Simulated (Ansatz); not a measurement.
CaZn2P2 in space group P-3m1 (No. 164; Ca on 1a, Zn on 2d, P on 2d), DFT-r²SCAN in the program Ansatz with PAW potentials. The conduction-band minimum lies at M, with 3 equivalent valleys. Second derivatives d²E/dk² of the lowest band at one valley (eV·Å²), along Cartesian directions:

```
direction  d²E/dk²
---------  -------
[100]        56.67
[010]        6.738
[001]        6.043
[110]        31.72
[101]        31.37
[011]        6.070
```

Find the principal effective masses, the density-of-states mass and the conductivity mass.

Off-diagonal terms follow from H_xy = H[110] − (H_xx + H_yy)/2, and m*/mₑ = 7.620 eV·Å² over each eigenvalue: 0.13, 1.1, 1.3. One valley's DOS mass (m₁m₂m₃)^(1/3) = 0.58, conductivity mass 3/(Σ 1/mᵢ) = 0.33 mₑ.

What effective density of states Nc follows at 300 K for parabolic valleys?

Nc = 2.509e19 × 3 × (0.58)^(3/2) ≈ 3.3e19 cm⁻³.

The workflow started from a Materials Project entry (that database holds measured and hypothetical structures alike); the Crystallography Open Database files this formula in space group No. 164, but the cells were not matched. Whether it is the stable phase at ambient conditions was not checked. Symmetry was held in the r²SCAN relaxation; its stability against distortions is not shown here.

Potentials: the later of the program's two PAW sets.

Edges and masses are those of Kohn–Sham bands, whose gap is no quasiparticle gap.
